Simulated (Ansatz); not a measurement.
PtS$_{2}$ (CdI2 type), relaxed with LDA (Ansatz, an electronic-structure program, plane waves, PAW): a = 3.562 Å, b = 3.562 Å, c = 4.528 Å, α = 90.00°, β = 90.00°, γ = 120.00°.

```
Item                                  Result
------------------------------------  ------
gap (eV)                                none
ΔH_f (eV/atom)                         -0.48
K_Hill (GPa)                            73.2
G_Hill (GPa)                            56.8
highest Γ mode, no LO–TO term (cm⁻¹)     337
Θ_D (K)                                  330
```

Task: The same phase is relaxed and computed with r²SCAN+D4 in the same code. What are the cell and these values now?

Result: a = b = 3.5508 Å, c = 5.2027 Å, α = β = 90.00°, γ = 120.00°.

gap (eV): 0.87
ΔH_f (eV/atom): -0.46
K_Hill (GPa): 47.2
G_Hill (GPa): 33.0
highest Γ mode, no LO–TO term (cm⁻¹): 344
Θ_D (K): 258

Weakly bound layers, chains or molecules computed without a dispersion correction, so cells and soft constants are ill determined: PtS2, CdI2 type with LDA. All cells were relaxed under the symmetry of their starts (and spin orders); stability against distortions was not tested throughout. Rows with no word on spin ran without spin polarisation. Scalar-relativistic: spin–orbit coupling is off unless named, which matters more the heavier the elements.

Potentials: the later of the program's two PAW sets.

Ansatz is a plane-wave DFT program.

Formation energies count from the lowest solids of the elements computed at the same level, not from gases.
